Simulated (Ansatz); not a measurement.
**ZrB2: strain and displacement**

```
Zr B
1.0
     3.16500    0.00000    0.00000
    -1.58250    2.74097    0.00000
     0.00000    0.00000    3.52000
Zr B
1 2
Cartesian
  0.0000 0.0000 0.0000
  0.0000 1.8273 1.7600
  1.5825 0.9137 1.7600
```

Atoms are numbered in the order listed.

The cell comes from COD entry 1510856, which wasn't checked; take it as a given geometry.

Method: DFT, LDA, all-electron LAPW, scalar-relativistic in Ansatz 0.2.0.

Numerical set-up: a Γ-centred 13×13×10 k mesh, Fermi–Dirac smearing of 0.03 eV, basis error target 1 meV/atom, no spin polarisation.

The unchanged cell is at -7.26 GPa.

In a metal, stresses and small energies carry noise from the k mesh.

x, y and z are the Cartesian axes of the cell as listed; fractional coordinates follow a strain, and an engineering shear is twice the off-diagonal strain component.

Task: With this change (equal xy, yz and zx engineering shear strains of -2 %), what becomes of the energy and stress and forces?

Result: Energy change +10 meV/atom; stress change (xx, yy, zz, yz, xz, xy) 0.31, 0.33, 0.37, 5.17, 5.17, 5.23 GPa, compression positive; change of the force on B3 (0.045, -0.007, 0.007) eV/Å.

Task: With this change (equal xy, yz and zx engineering shear strains of -1 %), what becomes of the energy and stress and forces?

Result: Energy change +2 meV/atom; stress change (xx, yy, zz, yz, xz, xy) 0.08, 0.09, 0.09, 2.55, 2.55, 2.58 GPa, compression positive; change of the force on B3 (0.022, -0.002, 0.001) eV/Å.

Task: With this change (equal xy, yz and zx engineering shear strains of +1 %), what becomes of the energy and stress and forces?

Result: Energy change +2 meV/atom; stress change (xx, yy, zz, yz, xz, xy) 0.08, 0.09, 0.08, -2.49, -2.49, -2.52 GPa, compression positive; change of the force on B2 (0.020, 0.001, -0.001) eV/Å.

Task: With this change (equal xy, yz and zx engineering shear strains of +2 %), what becomes of the energy and stress and forces?

Result: Energy change +9 meV/atom; stress change (xx, yy, zz, yz, xz, xy) 0.31, 0.33, 0.35, -4.93, -4.93, -4.99 GPa, compression positive; change of the force on B2 (0.039, 0.005, -0.004) eV/Å.
